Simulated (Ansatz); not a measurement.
Relaxed-ion elastic tensor of Os (bcc (W type), space group No. 229) in GPa (Voigt order), the program Ansatz at the PBEsol level (PAW); density 22.01 g/cm³, 14.35 Å³ per atom.

```csv
,1,2,3,4,5,6
1,15.7,568,568,0.0,0.0,0.0
2,568,15.7,568,0.0,0.0,0.0
3,568,568,15.7,0.0,0.0,0.0
4,0.0,0.0,0.0,260,0.0,0.0
5,0.0,0.0,0.0,0.0,260,0.0
6,0.0,0.0,0.0,0.0,0.0,260
```

Q: Is the crystal mechanically stable?

A: No: the smallest eigenvalue of C is -553 GPa.

Space group Im-3m (bcc (W type)). The start of the workflow was typed in or built on a structure type; neither database checked (COD, Materials Project) lists it. It is not the phase usual at ambient conditions (space group No. 194). The cell was relaxed with PBEsol under the symmetry of its start. At this level the phase is mechanically unstable. The run is not spin-polarised. As this level gives no gap, shear constants depend on the k-mesh and smearing (Fermi–Dirac, 0.1 eV here). Spin–orbit coupling is left out wherever it is not named.

Potentials: the earlier of the program's two PAW sets. The files were generated under PBE; for other functionals the program regenerates the frozen cores, and for LDA and PBEsol the local potential too.
